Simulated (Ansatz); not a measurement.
## Elastic constants of ZnNi at 25 GPa (stress–strain coefficients): input and output

All numbers below come from DFT LDA, scalar-relativistic, plane waves, PAW (Ansatz 0.2.0).

Launched with:
```bash
ansatz run input.yaml --threads 1 --pin off --max-ram 3072MiB --backend cpu --events-out ev --progress --plain --runs-dir out
```

Input (bare energies are in eV):
```yaml
crystal:
  lattice:
    - [2.5463919368, 0.0, 0.0]
    - [0.0, 2.5463919368, 0.0]
    - [0.0, 0.0, 3.0801402032]
  atoms:
    - { symbol: Zn, position: [0.5, 0.5, 0.5] }
    - { symbol: Ni, position: [0.0, 0.0, 0.0] }
basis:
  ecutwfc: 420
kpoints:
  mp_grid: { grid: [16, 16, 14] }
hamiltonian:
  xc: lda
scf:
  occupations: { method: fermi_dirac, width: 0.15 }
output:
  forces: true
  stress: true
  eigenvalues: true
elastic:
  mode: relaxed_ion
  amplitude: 0.005
```

From the output:
```
--- Elastic constants: 4 strain directions × 4 members + reference (group order 16) ---
  dense FFT box of the reference and of every strained cell: 18×18×24
  strains applied: 11, 33, 23, 12; error gains: componentwise 1.00 (the most a stress slope's error grows in a printed constant), spectral 1.41 (1 for all six strains in a standard setting)
  C = ∂σ_k/∂η_j (tension-positive GPa; Voigt order 11 22 33 23 13 12):
       427.469    200.700    288.752      0.000      0.000     -0.000
       200.700    427.469    288.752      0.000      0.000     -0.000
       288.813    288.813    335.936      0.000      0.000     -0.000
         0.000      0.000      0.000    189.039      0.000      0.000
         0.000      0.000      0.000      0.000    189.039      0.000
        -0.000     -0.000      0.000      0.000      0.000    113.330
  reference stress σ⁰ (GPa):    -25.007    -25.007    -24.995     -0.000     -0.000     -0.000
  C* (energy form; C + prestress term) asymmetry max|C*_kj − C*_jk| = 7.338e-2 GPa — a small one proves nothing (zero by symmetry where the batch's group is 432, −43m or m−3m); a large one is finite-difference/SCF noise where every solve ...
  moduli (Voigt/Reuss/Hill, GPa): K = 305.27/305.25/305.26   G = 125.79/71.81/98.80   E = 267.53   ν = 0.354
  mechanically stable: yes (min eigenvalue of sym C = 48.30 GPa)
  strain η (Voigt 11):  stress-route row diagonal C_11 = 427.47 GPa, energy-path curvature d²(F+E_count+ΔE)/dδ²/Ω₀ = 427.40 GPa
    cells at ±δ against ±2δ: C11 427.57 and 427.89 GPa, apart by 0.07 % of the column's largest entry
         δ    σ_11 (GPa) F (eV) n_scf n_hpsi n_pw
    -1.000e-2     -29.4716       -9020.0697846       8  261674    404   relax 0 steps, max|allowed force component| 3.16e-30 eV/Å
    -5.000e-3     -27.1918       -9020.0874345       5  254660    404   relax 0 steps, max|allowed force component| 3.25e-30 eV/Å
     5.000e-3     -22.9161       -9020.1186308       4  199523    406   relax 0 steps, max|allowed force component| 2.01e-29 eV/Å
     1.000e-2     -20.9138       -9020.1322832       7  220796    412   relax 0 steps, max|allowed force component| 2.01e-29 eV/Å
  strain η (Voigt 33):  stress-route row diagonal C_33 = 335.94 GPa, energy-path curvature d²(F+E_count+ΔE)/dδ²/Ω₀ = 335.62 GPa
    cells at ±δ against ±2δ: C13 288.81 and 289.00 GPa, apart by 0.06 % of the column's largest entry
         δ    σ_33 (GPa) F (eV) n_scf n_hpsi n_pw
    -1.000e-2     -28.4270       -9020.0704204       8  145671    397   relax 0 steps, max|allowed force component| 7.89e-31 eV/Å
    -5.000e-3     -26.6928       -9020.0875950       4  113024    400   relax 0 steps, max|allowed force component| 1.33e-29 eV/Å
     5.000e-3     -23.3335       -9020.1187599       5  133716    404   relax 0 steps, max|allowed force component| 2.88e-29 eV/Å
     1.000e-2     -21.7088       -9020.1327946       7  122906    404   relax 0 steps, max|allowed force component| 7.89e-31 eV/Å
  strain η (Voigt 23):  stress-route row diagonal C_44 = 189.04 GPa, energy-path curvature d²(F+E_count+ΔE)/dδ²/Ω₀ = 201.28 GPa
    cells at ±δ against ±2δ: C44 189.04 and 189.04 GPa, apart by 0.00 % of the column's largest entry
         δ    σ_23 (GPa) F (eV) n_scf n_hpsi n_pw
    -1.000e-2      -1.8904       -9020.1024443       9  428536    400   relax 0 steps, max|allowed force component| 7.06e-29 eV/Å
    -5.000e-3      -0.9452       -9020.1033854       4  320375    401   relax 0 steps, max|allowed force component| 4.10e-29 eV/Å
     5.000e-3       0.9452       -9020.1033854       4  312377    401   relax 0 steps, max|allowed force component| 5.05e-29 eV/Å
     1.000e-2       1.8904       -9020.1024443       7  414694    400   relax 0 steps, max|allowed force component| 1.17e-28 eV/Å
  strain η (Voigt 12):  stress-route row diagonal C_66 = 113.33 GPa, energy-path curvature d²(F+E_count+ΔE)/dδ²/Ω₀ = 125.77 GPa
    cells at ±δ against ±2δ: C66 113.30 and 113.20 GPa, apart by 0.08 % of the column's largest entry
         δ    σ_12 (GPa) F (eV) n_scf n_hpsi n_pw
    -1.000e-2      -1.1320       -9020.1029129       8  226656    408   relax 0 steps, max|allowed force component| 1.26e-29 eV/Å
    -5.000e-3      -0.5665       -9020.1035012       3  172046    404   relax 0 steps, max|allowed force component| 1.34e-29 eV/Å
     5.000e-3       0.5665       -9020.1035012       3  167596    404   relax 0 steps, max|allowed force component| 1.10e-29 eV/Å
     1.000e-2       1.1320       -9020.1029129       7  196574    408   relax 0 steps, max|allowed force component| 1.10e-29 eV/Å
```

The run took 3.3 min on 1 thread of Arm Neoverse V2, on a shared host, peak memory 0.67 GiB.

In a metal, frequencies and elastic constants depend on the k mesh and the smearing, soft modes and shear constants most. Spin polarisation was left out, and a magnetic state may lie lower. Other phases may be more stable at this pressure.